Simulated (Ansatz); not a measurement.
Put Si2P3 in I4/mmm (No. 139): Si on 4e; P on 4d and 2a.

Computed with DFT PBE, scalar-relativistic, plane waves, PAW in Ansatz. Cutoff 420 eV, Γ-centred mesh, Gaussian smearing, no spin polarisation.

Formation energies are uncorrected and refer to the elements' standard structures at the same level. The references include black phosphorus.

Task: Which cell and coordinates does it relax to?

Result:

Space group I4/mmm (No. 139). a = 4.431 Å, b = 4.431 Å, c = 11.975 Å, α = 90.00°, β = 90.00°, γ = 90.00°
```csv
atom,site,symmetry,x,y,z
Si,4e,4mm,0.0000,0.0000,0.1797
P,4d,-4m2,0.0000,0.5000,0.2500
P,2a,4/mmm,0.0000,0.0000,0.0000
```

Si has 1 P at 2.15 Å and 4 P at 2.37 Å; P on a site of symmetry -4m2 is surrounded by 4 Si at 2.37 Å; P on a site of symmetry 4/mmm has 2 Si at 2.15 Å. Another local minimum with the same sites may exist.

Task: And its energy and gap?

Result: The energy over the elements is +0.47 eV/atom and the gap on the 12×12×12 mesh of the 5-atom cell is 0 eV (a metal). A positive value: parting into the elements would lower its energy.

The last run used Gaussian smearing of 0.10 eV. An odd number of electrons in the primitive cell allows no gap without spin; a larger cell or a magnetic state could open one. The cell is a metal run without spin; a magnetic state may lie lower. The reference form of P is held partly by dispersion forces, which this level lacks. Symmetry constrained the relaxation, so the result can be a saddle point. Another cell of Si2P3 relaxed alike, in R-3m, lies 0.55 eV/atom lower, so this cell isn't the stable form at this level.
